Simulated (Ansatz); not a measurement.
A structure of GeS relaxed with PBEsol (plane waves to 420 eV, PAW, scalar-relativistic; Ansatz, a program for electronic structure); single points at other levels follow on the same geometry (Ansatz, PAW; HSE06 at 420 eV on a 4×6×4 k-mesh; no spin-orbit coupling). Space group Pnma (No. 62).

```yaml
crystal:
  lattice:
    - [7.69796, 0.00000, 0.00000]
    - [0.00000, 3.62356, 0.00000]
    - [0.00000, 0.00000, 5.61923]
  atoms:
    - { symbol: S, position: [0.32262, 0.75000, 0.40482] }
    - { symbol: S, position: [0.17738, 0.25000, 0.90482] }
    - { symbol: S, position: [0.67738, 0.25000, 0.59518] }
    - { symbol: S, position: [0.82262, 0.75000, 0.09518] }
    - { symbol: Ge, position: [0.00710, 0.75000, 0.72902] }
    - { symbol: Ge, position: [0.99290, 0.25000, 0.27098] }
    - { symbol: Ge, position: [0.50710, 0.75000, 0.77098] }
    - { symbol: Ge, position: [0.49290, 0.25000, 0.22902] }
```

```
level   gap (eV)      kind           conduction minimum
------  --------  --------  ---------------------------
PBEsol      0.61  indirect  75 % of the way from Γ to Z
HSE06       1.22         –            k = (0, 0, 0.375)
```

HSE06 gaps come from a coarse mesh plus a few chosen points, so they may be too large. No spin polarisation in the result.

The run could not lose the symmetry of its start.

It was reached from a disturbed copy of a P6₃/mmc (No. 194) cell (NiAs type), against which it lies -0.10 eV/atom.

The first start was generated by placing the elements on the sites of a structure type. A measured structure of GeS has the same space group, Pnma (No. 62); the sites were not compared with it.
